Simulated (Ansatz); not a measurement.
This cell of Mo (bcc, W type) is off equilibrium:

```yaml
crystal:
  lattice:
    - [-3.15061, 3.15061, 3.15061]
    - [1.57530, -1.57530, 1.57530]
    - [1.57530, 1.57530, -1.57530]
  atoms:
    - { symbol: Mo, position: [0.00000, 0.00000, 0.30053] }
    - { symbol: Mo, position: [0.50000, 0.00000, 0.00000] }
```

All values below come from r2SCAN (plane waves to 500 eV, PAW, scalar-relativistic; Ansatz, a first-principles code). k mesh 17×17×17 (Γ-centred), Fermi-Dirac smearing 0.05 eV. E stands for the smeared free energy. Stress and pressure are positive under compression. With partly filled bands, energies and forces of such displacements shift with the k mesh and the smearing. On this mesh the relaxed cell isn't quite at rest: it carries a pressure of 0.1 GPa (compression positive) at the zero of the scan. Mo is run without spin polarisation. Mo was relaxed with its symmetry unable to fall.

Q: Predict the force on every atom, in eV/Å.

A: 
| atom | Fx | Fy | Fz |
|---|---|---|---|
| Mo1 | -0.835 | -0.145 | 0.145 |
| Mo2 | 0.835 | 0.145 | -0.145 |

Q: What is the stress tensor (GPa)?

A: 
```
    0.9     -8.5      8.5
   -8.5     12.6      7.4
    8.5      7.4     12.6
```
The pressure, a third of the trace, is 8.7 GPa.

Q: In it atom 1 sits (0.473, 0.473, -0.473) Å away from its relaxed site. What is its energy relative to the relaxed cell?

A: 1113 meV/cell.

(A displaced cell: forces are minus the slopes of the energy, force constants its curvatures, and phonons follow from these.)
